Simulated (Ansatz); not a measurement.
**Cu$_{3}$Te, a known structure type with other elements, at an estimated volume**

```xyz
16
Lattice="0.0000 0.0000 4.9971 5.0713 -5.0713 2.4986 5.0713 5.0713 -2.4986" Properties=species:S:1:pos:R:3 pbc="T T T"
Cu    0.9388    0.9388    1.3303
Cu    0.9388   -0.9388    3.6668
Cu    4.1325    4.1325   -1.1682
Cu    4.1325   -4.1325    6.1653
Cu    3.0300    3.0300    1.3311
Cu    3.0300   -3.0300    3.6660
Cu    2.0413    2.0413    3.8296
Cu    2.0413   -2.0413    1.1675
Cu    3.6006    0.0000    2.4986
Cu    5.0713    1.4707    0.0000
Cu    6.5420    0.0000    2.4986
Cu    5.0713   -1.4707    4.9971
Te    2.9550    0.0000    0.0000
Te    5.0713    2.1164    2.4986
Te    7.1877    0.0000    0.0000
Te    5.0713   -2.1164    2.4986
```

Method: PBE, no spin polarisation; PAW, plane waves to 420 eV, 6×6×6 Γ-centred mesh, methfessel-paxton occupations (width 0.2027 eV) (Ansatz 0.2.0), atoms fixed.

**Charges.** Bader charges in e: Cu +0.05 to +0.14, Te -0.28. In the mean Cu gives up most and Te takes most.
**Formation energy.** 0.41 eV an atom against the elements' usual phases (free molecules for gases, crystals otherwise, with no correction for O₂ or N₂), so at this geometry it isn't bound against them. Relaxing would lower it.
**At the Fermi level.** It is a metal, with about 5.6 states/eV a cell as the mean within 0.25 eV of the Fermi level, mostly Cu s (35 %), Te p (23 %) and Cu d (21 %).
**Stress.** The pressure is 6.4 GPa (compression positive), so with the atoms held at these fractions the cell would first expand; the forces are large, so a full relaxation may end otherwise.
**Contacts.** Cu–Te at 2.52 Å: least valence density 0.42 e/Å³ and ELF 0.30 there. Cu–Cu at 2.66 Å: least valence density 0.22 e/Å³ and ELF 0.24 there. These are pseudo-fields; inside the PAW spheres they differ from the all-electron ones.
**Forces.** The largest is on Cu1 (and as large on other atoms): 1.19 eV/Å, components (-0.31, -0.31, 1.11). It makes 126° with the line to a nearest neighbour, Te16 at 2.59 Å.

Origin: a known structure type with other elements, at an estimated volume, so it need not be a known compound. Caveats: wide smearing.
